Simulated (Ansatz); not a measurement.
Relaxed candidate structures of TiC:

A. P6₃/mmc (No. 194), hP4, NiAs type; a = 3.145 Å, b = 3.145 Å, c = 4.723 Å, α = 90.00°, β = 90.00°, γ = 120.00°; Ti 2c (0.333, 0.667, 0.250); C 2a (0.000, 0.000, 0.000)

B. Fm-3m (No. 225), cF8, rock salt type; a = b = c = 4.3279 Å, α = β = γ = 90.00°; Ti 4b (0.500, 0.500, 0.500); C 4a (0.000, 0.000, 0.000)

C. Pm-3m (No. 221), cP2, CsCl type; a = 2.703 Å, b = 2.703 Å, c = 2.703 Å, α = 90.00°, β = 90.00°, γ = 90.00°; C 1a (0.000, 0.000, 0.000); Ti 1b (0.500, 0.500, 0.500)

Question: Rank these by energy per atom (lowest first), as r2SCAN (plane waves to 500 eV, PAW, scalar-relativistic; Ansatz, a program for electronic structure) gives it.

Answer: B (reference, the lowest among the structures calculated here), A (+0.18 eV/atom), C (+1.29 eV/atom)

Each run could gain symmetry but not lose that of its start, so entries can be saddle points. From databases, or of a type measured for this composition: Fm-3m, cF8, rock salt type; the others are generated cells (placed on structure types, drawn at random, substituted or restacked) that were not matched to a known phase here. Energies are at zero temperature and pressure, without zero-point motion. Each cell has its own k-point mesh; energy differences are given only to the digits this allows. No spin polarisation in the result. A magnetic state may lie lower.
